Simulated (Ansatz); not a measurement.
LiF (rock salt, space group No. 225), a = b = c = 3.990 Å, α = β = γ = 90.00°; the cell used has 2 atoms.

Relaxed with r²SCAN. The program Ansatz at the r²SCAN level (PAW) gives a gap of 10.33 eV.

Problem. What gap does HSE06 give on the same cell (Ansatz, PAW)?

Solution. 11.67 eV, 1.34 eV more. The hybrid was solved on a coarser mesh and at special points; its gap is the smallest among all of these.

```
k  v1 r²SCAN  c1 r²SCAN  v1 HSE06  c1 HSE06
-  ---------  ---------  --------  --------
Γ       0.00      10.33      0.00     11.67
X      -1.04      16.31         ?         ?
L      -0.25      12.01         ?         ?
W      -0.84      16.48         ?         ?
K      -0.77      15.85         ?         ?
```

Problem. Top valence (v1) and lowest conduction level (c1) in eV from each method's valence maximum (which need not be a listed point): supply the withheld HSE06 values.

Solution. 
- K, v1 HSE06: -0.81
- K, c1 HSE06: 17.14
- L, v1 HSE06: -0.26
- L, c1 HSE06: 13.30
- W, v1 HSE06: -0.88
- W, c1 HSE06: 17.82
- X, v1 HSE06: -1.10
- X, c1 HSE06: 17.71

Cost on shared cores: the r²SCAN run (SCF on a 12×12×12 mesh, then bands and DOS) roughly 9 core-seconds, the HSE06 run (SCF on 9×9×9, then a few points) very roughly 70 core-seconds; the tasks are unlike.

Space group Fm-3m (rock salt). The cell was relaxed with r²SCAN under the symmetry of its start.

Potentials: the later of the program's two PAW sets.
